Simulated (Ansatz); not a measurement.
NbP (CsCl type, space group No. 221), PBEsol in the plane-wave PAW code Ansatz, all energies at zero smearing, with the estimated change up to a 700 eV cutoff added, with one set of potentials and settings (totals compare only within such a set). Cell of 2 atoms (1 Nb, 1 P): -5237.023 eV.

| element | reference phase | E (eV/atom) |
|---|---|---|
| Nb | Im-3m, 1 atoms in the cell | -4495.4542 |
| P | Cmce, 4 atoms in the cell | -740.0371 |

Formation energy per atom, worked out: (-5237.023 − 1×(-4495.4542) − 1×(-740.0371))/2 = -0.766 eV/atom (-74 kJ per mol of atoms), at 0 K, without zero-point energy or fitted corrections.

Space group Pm-3m (CsCl type). The cell is a constructed one: a structure type filled with these elements; neither database checked (COD, Materials Project) lists it. COD files the formula under space group No. 141, so this cell is another polymorph or a model. Whether it is the stable phase at ambient conditions was not checked. The PBEsol relaxation kept the symmetry of its start; of distortions, only those at the zone centre were tested. The run is not spin-polarised. The references are the lowest solids computed at this level, not always the standard phases.

Potentials: the later of the program's two PAW sets.
